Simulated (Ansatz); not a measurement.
MgS$_{2}$:
```cif
data_MgS2
_chemical_formula_sum 'Mg1 S2'
_space_group_name_H-M_alt 'P 1'
_space_group_IT_number 1
_cell_length_a 3.85142
_cell_length_b 3.85142
_cell_length_c 5.01294
_cell_angle_alpha 68.249
_cell_angle_beta 111.751
_cell_angle_gamma 115.495
loop_
_space_group_symop_operation_xyz
  'x, y, z'
loop_
_atom_site_label
_atom_site_type_symbol
_atom_site_fract_x
_atom_site_fract_y
_atom_site_fract_z
_atom_site_occupancy
Mg1 Mg 0.50000 0.50000 0.50000 1
S1 S 0.94213 0.05787 0.76907 1
S2 S 0.05787 0.94213 0.23093 1
```

Relaxed with PBEsol.

**Question.** Tabulate the valence density and the electron localisation function along the shortest S–S contact (2.10 Å), the program Ansatz at the PBEsol level (PAW).

**Answer.** 

| distance from S (Å) | density (e/Å³) | ELF |
|---|---|---|
| 0.21 | 0.27 | 0.01 |
| 0.31 | 0.57 | 0.09 |
| 0.42 | 0.86 | 0.28 |
| 0.52 | 1.04 | 0.52 |
| 0.63 | 1.11 | 0.69 |
| 0.73 | 1.07 | 0.78 |
| 0.84 | 1.00 | 0.81 |
| 0.94 | 0.94 | 0.81 |
| 1.05 | 0.91 | 0.81 |
| 1.15 | 0.94 | 0.81 |
| 1.26 | 1.00 | 0.81 |
| 1.36 | 1.07 | 0.78 |
| 1.47 | 1.11 | 0.69 |
| 1.57 | 1.04 | 0.52 |
| 1.68 | 0.86 | 0.28 |
| 1.78 | 0.57 | 0.09 |
| 1.89 | 0.27 | 0.01 |

The density is the valence pseudo-density with augmentation charge, so density and ELF within about 1 Å of a nucleus are not all-electron values.

Space group C2/m. The first step of the workflow began from a Materials Project structure, measured or hypothetical; the Crystallography Open Database copy checked does not list it. Its standing as an ambient phase is unchecked. The PBEsol relaxation kept the symmetry of its start; its stability against distortions is not shown here.

Potentials: the later of the program's two PAW sets.
